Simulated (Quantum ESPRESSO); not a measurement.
# Li3InW2SnPt: finding a planted mistake in a log

Simulated, not a measurement. The program is pw.x of Quantum ESPRESSO 7.5 (plane-wave density functional theory). The cell is made up: eight metal atoms on a hexagonal close-packed lattice, with elements, volume, strain and displacements drawn at random and not relaxed, so it may be unstable or far from any real phase. PseudoDojo standard norm-conserving files set the functional (PBE unless stated); there is no spin polarisation or spin-orbit coupling, the Fermi-Dirac width of 0.25 eV means electrons at about 2900 K, and the masses in the input are unused placeholders. The tin pseudopotential is less sure than most, with forces differing by about three percent from a second method on plain tin. Heavy elements are run without spin-orbit coupling, which real alloys of them have. A spin test at this wide smearing found no moment, but such smearing suppresses magnetism that the real alloy may have.

Intended input:

```
&control calculation='scf', pseudo_dir='./dojo.nc.sr.pbe.v0_5.standard.upf', outdir='./o', disk_io='medium', tprnfor=.true., tstress=.true. /
&system ibrav=0, nat=8, ntyp=5, nbnd=53, ecutwfc=92.02030273, nosym=.true., tot_charge=0,
 occupations='smearing', smearing='fd', degauss=0.0183746611
/
&electrons conv_thr=1.470e-08, electron_maxstep=70, mixing_beta=0.5 /
ATOMIC_SPECIES
In 1.0 In.upf
Li 1.0 Li.upf
Pt 1.0 Pt.upf
Sn 1.0 Sn.upf
W 1.0 W.upf
CELL_PARAMETERS angstrom
4.4689 -2.5801 0.0
-2.9793 0.0 -4.8199
2.9793 5.1603 0.0
ATOMIC_POSITIONS angstrom
Li 0.0683 0.078 0.0254
In 1.4189 2.4883 -0.0305
Li 0.1044 1.716 -2.4472
Li 1.5111 4.3165 -2.3874
W 3.1065 0.0439 0.0264
Sn 4.4987 2.5649 -0.011
Pt 1.4163 -0.9016 -2.3656
W 3.1159 1.7392 -2.3817
K_POINTS automatic
5 5 4 1 1 1
```

The log is shortened where brackets say so; the opening notice, blank lines, dates and the lines on written files are dropped, and the path of the files is cut. It prints rydbergs, bohrs and kilobars, and counts compression as positive stress. Its total energy is the free energy E - TS of the whole cell.

Log of the intended run:

```
     Program PWSCF v.7.5
     Parallel version (MPI & OpenMP), running on       1 processor cores
     Number of MPI processes:                 1
     Threads/MPI process:                     1
     [start-up lines left out]
     bravais-lattice index     =            0
     lattice parameter (alat)  =       9.7514  a.u.
     unit-cell volume          =    1000.1107 (a.u.)^3
     number of atoms/cell      =            8
     number of atomic types    =            5
     number of electrons       =        82.00
     number of Kohn-Sham states=           53
     kinetic-energy cutoff     =      92.0203  Ry
     charge density cutoff     =     368.0812  Ry
     scf convergence threshold =      1.5E-08
     mixing beta               =       0.5000
     number of iterations used =            8  plain     mixing
     Exchange-correlation= PBE
                           (   1   4   3   4   0   0   0)
     [axes and pseudopotential details left out]
   Cartesian axes
     site n.     atom                  positions (alat units)
         1        Li     tau(   1) = (   0.0132358   0.0151156   0.0049223  )
         2        In     tau(   2) = (   0.2749683   0.4822071  -0.0059106  )
         3        Li     tau(   3) = (   0.0202317   0.3325433  -0.4742423  )
         4        Li     tau(   4) = (   0.2928357   0.8364936  -0.4626537  )
         5        W      tau(   5) = (   0.6020079   0.0085074   0.0051161  )
         6        Sn     tau(   6) = (   0.8718021   0.4970514  -0.0021317  )
         7        Pt     tau(   7) = (   0.2744645  -0.1747209  -0.4584291  )
         8        W      tau(   8) = (   0.6038296   0.3370392  -0.4615491  )
     number of k points=    50  Fermi-Dirac smearing, width (Ry)=  0.0184
                       cart. coord. in units 2pi/alat
        k(    1) = (   0.1407281   0.0437489  -0.1940485), wk =   0.0400000
        k(    2) = (   0.2489792   0.2312468  -0.2609612), wk =   0.0400000
     [further k points left out]
     Dense  grid:   119269 G-vectors     FFT dimensions: (  60,  72,  72)
     Estimated max dynamical RAM per process >     200.39 MB
     Initial potential from superposition of free atoms
     starting charge      81.9797, renormalised to      82.0000
     Starting wfcs are   54 randomized atomic wfcs
     total cpu time spent up to now is       29.0 secs
     per-process dynamical memory:   143.1 Mb
     Self-consistent Calculation
     iteration #  1     ecut=    92.02 Ry     beta= 0.50
     Davidson diagonalization with overlap
     ethr =  1.00E-02,  avg # of iterations =  6.2
     Threshold (ethr) on eigenvalues was too large:
     Diagonalizing with lowered threshold
     Davidson diagonalization with overlap
     ethr =  9.39E-04,  avg # of iterations =  1.1
     total cpu time spent up to now is      189.7 secs
     total energy              =    -897.78486413 Ry
     estimated scf accuracy    <       0.80390845 Ry
     iteration #  2     ecut=    92.02 Ry     beta= 0.50
     Davidson diagonalization with overlap
     ethr =  9.80E-04,  avg # of iterations =  2.3
     total cpu time spent up to now is      285.0 secs
     total energy              =    -897.94274074 Ry
     estimated scf accuracy    <       2.34392077 Ry
     [iterations 3 to 10 left out]
     iteration # 11     ecut=    92.02 Ry     beta= 0.50
     Davidson diagonalization with overlap
     ethr =  5.23E-10,  avg # of iterations =  2.4
     total cpu time spent up to now is      937.7 secs
     total energy              =    -898.18463876 Ry
     estimated scf accuracy    <       0.00000006 Ry
     iteration # 12     ecut=    92.02 Ry     beta= 0.50
     Davidson diagonalization with overlap
     ethr =  7.54E-11,  avg # of iterations =  2.6
     total cpu time spent up to now is     1009.5 secs
     End of self-consistent calculation
     [lines on levels left out]
!    total energy              =    -898.18463877 Ry
     estimated scf accuracy    <          5.2E-09 Ry
     smearing contrib. (-TS)   =      -0.09102848 Ry
     internal energy E=F+TS    =    -898.09361029 Ry
     The total energy is F=E-TS. E is the sum of the following terms:
     one-electron contribution =    -337.87426415 Ry
     hartree contribution      =     200.25765697 Ry
     xc contribution           =    -207.71086205 Ry
     ewald contribution        =    -552.76614106 Ry
     convergence has been achieved in  12 iterations
     Forces acting on atoms (cartesian axes, Ry/au):
     atom    1 type  2   force =     0.00544655   -0.00803819   -0.00266810
     atom    2 type  1   force =     0.01917622   -0.01741012    0.01624015
     atom    3 type  2   force =    -0.00696582   -0.00355178    0.00743692
     atom    4 type  2   force =     0.01212141    0.00210117   -0.00636731
     atom    5 type  5   force =    -0.01892458    0.01212854   -0.06057828
     atom    6 type  4   force =     0.02236613    0.04265039    0.01727636
     atom    7 type  3   force =     0.00138952   -0.00775814   -0.00731391
     atom    8 type  5   force =    -0.03460944   -0.02012188    0.03597414
     Total force =     0.105591     Total SCF correction =     0.000156
     Computing stress (Cartesian axis) and pressure
          total   stress  (Ry/bohr**3)                   (kbar)     P=      -81.15
  -0.00016981  -0.00025676  -0.00019070          -24.98      -37.77      -28.05
  -0.00025676  -0.00066971   0.00023949          -37.77      -98.52       35.23
  -0.00019070   0.00023949  -0.00081546          -28.05       35.23     -119.96
     init_run     :     27.21s CPU     28.76s WALL (       1 calls)
     electrons    :    929.61s CPU    980.51s WALL (       1 calls)
     forces       :     11.40s CPU     11.52s WALL (       1 calls)
     stress       :     43.30s CPU     44.55s WALL (       1 calls)
     [timing details left out]
     PWSCF        :  16m52.01s CPU  17m46.83s WALL
     JOB DONE.
```

A second run was made from an input with one planted mistake. Its log:

```
     Program PWSCF v.7.5
     Parallel version (MPI & OpenMP), running on       1 processor cores
     Number of MPI processes:                 1
     Threads/MPI process:                     1
     [start-up lines left out]
     bravais-lattice index     =            0
     lattice parameter (alat)  =       9.7514  a.u.
     unit-cell volume          =    1000.1107 (a.u.)^3
     number of atoms/cell      =            8
     number of atomic types    =            5
     number of electrons       =        82.00
     number of Kohn-Sham states=           53
     kinetic-energy cutoff     =      92.0203  Ry
     charge density cutoff     =     368.0812  Ry
     scf convergence threshold =      1.5E-08
     mixing beta               =       0.5000
     number of iterations used =            8  plain     mixing
     Exchange-correlation= SLA  PW   NOGX NOGC
                           (   1   4   0   0   0   0   0)
     [axes and pseudopotential details left out]
   Cartesian axes
     site n.     atom                  positions (alat units)
         1        Li     tau(   1) = (   0.0132358   0.0151156   0.0049223  )
         2        In     tau(   2) = (   0.2749683   0.4822071  -0.0059106  )
         3        Li     tau(   3) = (   0.0202317   0.3325433  -0.4742423  )
         4        Li     tau(   4) = (   0.2928357   0.8364936  -0.4626537  )
         5        W      tau(   5) = (   0.6020079   0.0085074   0.0051161  )
         6        Sn     tau(   6) = (   0.8718021   0.4970514  -0.0021317  )
         7        Pt     tau(   7) = (   0.2744645  -0.1747209  -0.4584291  )
         8        W      tau(   8) = (   0.6038296   0.3370392  -0.4615491  )
     number of k points=    50  Fermi-Dirac smearing, width (Ry)=  0.0184
                       cart. coord. in units 2pi/alat
        k(    1) = (   0.1407281   0.0437489  -0.1940485), wk =   0.0400000
        k(    2) = (   0.2489792   0.2312468  -0.2609612), wk =   0.0400000
     [further k points left out]
     Dense  grid:   119269 G-vectors     FFT dimensions: (  60,  72,  72)
     Estimated max dynamical RAM per process >     200.39 MB
     Initial potential from superposition of free atoms
     starting charge      81.9810, renormalised to      82.0000
     Starting wfcs are   54 randomized atomic wfcs
     total cpu time spent up to now is       26.5 secs
     per-process dynamical memory:   117.8 Mb
     Self-consistent Calculation
     iteration #  1     ecut=    92.02 Ry     beta= 0.50
     Davidson diagonalization with overlap
     ethr =  1.00E-02,  avg # of iterations =  6.1
     Threshold (ethr) on eigenvalues was too large:
     Diagonalizing with lowered threshold
     Davidson diagonalization with overlap
     ethr =  9.14E-04,  avg # of iterations =  1.1
     total cpu time spent up to now is      170.1 secs
     total energy              =    -896.84460974 Ry
     estimated scf accuracy    <       0.78222728 Ry
     iteration #  2     ecut=    92.02 Ry     beta= 0.50
     Davidson diagonalization with overlap
     ethr =  9.54E-04,  avg # of iterations =  2.5
     total cpu time spent up to now is      243.6 secs
     total energy              =    -896.99301632 Ry
     estimated scf accuracy    <       2.24467540 Ry
     [iterations 3 to 10 left out]
     iteration # 11     ecut=    92.02 Ry     beta= 0.50
     Davidson diagonalization with overlap
     ethr =  3.97E-10,  avg # of iterations =  2.4
     total cpu time spent up to now is      884.4 secs
     total energy              =    -897.23049748 Ry
     estimated scf accuracy    <       0.00000003 Ry
     iteration # 12     ecut=    92.02 Ry     beta= 0.50
     Davidson diagonalization with overlap
     ethr =  4.02E-11,  avg # of iterations =  3.5
     total cpu time spent up to now is      958.1 secs
     End of self-consistent calculation
     [lines on levels left out]
!    total energy              =    -897.23049749 Ry
     estimated scf accuracy    <          2.4E-09 Ry
     smearing contrib. (-TS)   =      -0.09226109 Ry
     internal energy E=F+TS    =    -897.13823640 Ry
     The total energy is F=E-TS. E is the sum of the following terms:
     one-electron contribution =    -339.46064883 Ry
     hartree contribution      =     200.14324945 Ry
     xc contribution           =    -205.05469596 Ry
     ewald contribution        =    -552.76614106 Ry
     convergence has been achieved in  12 iterations
     Forces acting on atoms (cartesian axes, Ry/au):
     atom    1 type  2   force =     0.00584083   -0.00654409   -0.00158305
     atom    2 type  1   force =     0.01437471   -0.01856228    0.01946235
     atom    3 type  2   force =    -0.00625628   -0.00349777    0.00645387
     atom    4 type  2   force =     0.01195579    0.00170340   -0.00609175
     atom    5 type  5   force =    -0.01073362    0.01849811   -0.06408677
     atom    6 type  4   force =     0.01906246    0.03591679    0.01064708
     atom    7 type  3   force =     0.00006029   -0.01038848   -0.00948419
     atom    8 type  5   force =    -0.03430419   -0.01712568    0.04468245
     Total force =     0.106213     Total SCF correction =     0.000118
     Computing stress (Cartesian axis) and pressure
          total   stress  (Ry/bohr**3)                   (kbar)     P=     -139.93
  -0.00055594  -0.00028221  -0.00021929          -81.78      -41.51      -32.26
  -0.00028221  -0.00107733   0.00025432          -41.51     -158.48       37.41
  -0.00021929   0.00025432  -0.00122050          -32.26       37.41     -179.54
     init_run     :     24.97s CPU     26.22s WALL (       1 calls)
     electrons    :    874.32s CPU    931.58s WALL (       1 calls)
     forces       :      9.58s CPU      9.70s WALL (       1 calls)
     stress       :     41.48s CPU     43.08s WALL (       1 calls)
     [timing details left out]
     PWSCF        :  15m50.83s CPU  16m51.41s WALL
     JOB DONE.
```

Question: the log repeats what the program read. Compare it with the intended run: what was wrong in the second input?

Answer: the files are those of another functional. The input lines that differ:

```
- &control calculation='scf', pseudo_dir='./dojo.nc.sr.pbe.v0_5.standard.upf', outdir='./o', disk_io='medium', tprnfor=.true., tstress=.true. /
+ &control calculation='scf', pseudo_dir='./dojo.nc.sr.lda.v0_4_1.standard.upf', outdir='./o', disk_io='medium', tprnfor=.true., tstress=.true. /
```

```
                                            intended run  run with the mistake
                          free energy (eV)    -12220.425            -12207.443
         entropy term -TS, part of it (eV)        -1.239                -1.255
                            pressure (GPa)         -8.12                -13.99
size of the largest force component (eV/Å)         1.558                 1.648
largest change of a force component (eV/Å)                               0.224
                                iterations            12                    12
```

For scale, a rerun of the intended cell at a higher cutoff and on a denser mesh moved values by no more than 0.004 eV in energy, 0.04 GPa in stress and 0.013 eV/Å in force, and a second program with other atomic files agreed on that cell to 2 % rms in force and 0.5 GPa in pressure. Files of another functional or element have another zero of energy, so the energy change says nothing on stability.